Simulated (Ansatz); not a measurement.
Li$_{2}$MoO$_{3}$:
Space group P-1 (No. 2); a = 4.9345 Å, b = 4.9369 Å, c = 5.2174 Å, α = 82.14°, β = 71.30°, γ = 62.96°

```csv
atom,site,symmetry,x,y,z
Li,2i,1,0.1398,0.1929,0.0131
Li,1e,-1,0.5000,0.5000,0.0000
Li,1g,-1,0.0000,0.5000,0.5000
Mo,2i,1,0.6420,0.1387,0.5034
O,2i,1,0.0629,0.8571,0.2731
O,2i,1,0.2770,0.4932,0.7233
O,2i,1,0.4127,0.1762,0.2331
```

Relaxed with r²SCAN. 

Problem. HSE06 on this cell (Ansatz, a quantum-chemistry and plane-wave program, PAW) gives a gap of 1.11 eV. What does r²SCAN give?

Solution. 0.21 eV.

Cost on shared cores: the r²SCAN run (SCF on a 6×6×7 mesh, then bands and DOS) about 7 core-minutes (a rough figure), the HSE06 run (SCF on 4×4×4, then a few points) about 4 core-minutes (a rough figure); the tasks are unlike.

The first step of the workflow began from a Materials Project structure, measured or hypothetical; the Crystallography Open Database copy checked does not list it. Entries of such low symmetry are often ordered models of mixed-site phases. Its standing as an ambient phase is unchecked. The r²SCAN relaxation kept the symmetry of its start; whether a distortion lowers the energy is not shown. The run is not spin-polarised. No Hubbard U is applied. Scalar-relativistic: spin–orbit coupling is off unless named, which matters more the heavier the elements.

Potentials: the later of the program's two PAW sets.

Ansatz is a plane-wave DFT program.
